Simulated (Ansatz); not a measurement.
Input:

VPt₃:
```
VPt3
1.0
   -1.93029     1.93029     3.95264
    1.93029    -1.93029     3.95264
    1.93029     1.93029    -3.95264
Pt V
3 1
Cartesian
  0.00000   1.93029   1.97632
  1.93029   0.00000   1.97632
  0.00000   0.00000   3.95264
  0.00000   0.00000   0.00000
```
The run is spin-polarised; directions of the spins, atom by atom: 0 0 0 ↑.

This is the r²SCAN-relaxed structure.

All from the program Ansatz at the r²SCAN level (PAW), unless another level is named. Estimate the density of states at the Fermi level.

0.72 states/eV per atom (mean over ±0.08 eV).

And the formation energy from the elements (no fitted shifts)?

-0.52 eV/atom.

Space group I4/mmm. The workflow started from an entry of the Crystallography Open Database (COD), which files this formula under 2 space groups. Its standing as an ambient phase is unchecked. Symmetry was held in the r²SCAN relaxation; whether a distortion lowers the energy is not shown. Magnetic state: ferromagnetic, the only order run, not a proven ground state. Other orbital occupations within this spin state were not tried. The references are the lowest solids computed at this level, not always the standard phases. Spin–orbit coupling is left out wherever it is not named.

Potentials: the later of the program's two PAW sets.
